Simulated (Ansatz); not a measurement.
**Ga4SbP3 (ordering on zincblende): the band gap by level of theory**

All numbers come from the PAW code Ansatz. All values are calculated for a non-magnetic cell, which may be hypothetical.

The cell is Ga4SbP3 as one 8-atom ordering (P-43m) on the zincblende lattice; cell and atoms were relaxed with r2SCAN. It is cubic, P-43m (No. 215); a = 5.624 Å in the conventional setting, 22.23 Å³ an atom. P has 4 Ga at 2.40 Å; Ga has 3 P at 2.40 Å and 1 Sb at 2.55 Å; Sb has 4 Ga at 2.55 Å.

```
P Ga Sb
1.0
     5.62366    0.00000    0.00000
     0.00000    5.62366    0.00000
     0.00000    0.00000    5.62366
P Ga Sb
3 4 1
Direct
  0.50000 0.00000 0.00000
  0.00000 0.50000 0.00000
  0.00000 0.00000 0.50000
  0.23773 0.76227 0.76227
  0.76227 0.23773 0.76227
  0.76227 0.76227 0.23773
  0.23773 0.23773 0.23773
  0.50000 0.50000 0.50000
```

Relaxed lattice by functional, symmetry kept:
```json
{"functional": "PBE", "k mesh": "4×4×4", "a (Å)": "5.683", "volume (Å³/atom)": "22.94"}
{"functional": "r2SCAN", "k mesh": "4×4×4", "a (Å)": "5.624", "volume (Å³/atom)": "22.23"}
```

On this one geometry the levels give:
```
  level  k mesh  gap (eV)    kind  edges  least direct gap (eV)
    PBE   4×4×4      0.44  direct      Γ                   0.44
PBE+SOC   4×4×4      0.34  direct      Γ                   0.34
 r2SCAN   4×4×4      0.74  direct      Γ                   0.74
  HSE06   4×4×4      1.09  direct      Γ                   1.09
   PBE0   4×4×4      1.71  direct      Γ                   1.71
```
PBE, PBE+SOC: smearing of 0.02 eV; the others have fixed occupations.
Wave cutoffs: 420 eV, 500 eV (r2SCAN).

With HSE06 the gap is 1.09 eV and direct, at Γ. Spin-orbit coupling changes the PBE gap by -0.10 eV, to 0.34 eV; at Γ the threefold valence level splits into a fourfold and a twofold level 0.31 eV apart, the fourfold one on top.

r2SCAN covers 47 % of the step from PBE to HSE06. For gaps to 0.1 eV, spin-orbit coupling (up to 0.10 eV here) is at the margin. All these functionals give a gap of the same kind, direct.

r2SCAN (ground state on 4×4×4): ε∞: 10.89 in all directions. Born charges, averaged over directions: P -2.28, Ga +2.08, Sb -1.48 e. The program notes that the ground state's band table doesn't vouch for all the bands that the response reads.

Only the levels marked +SOC include spin-orbit coupling.

The meshes of the hybrids are coarse, so their gaps aren't converged to the digits shown.
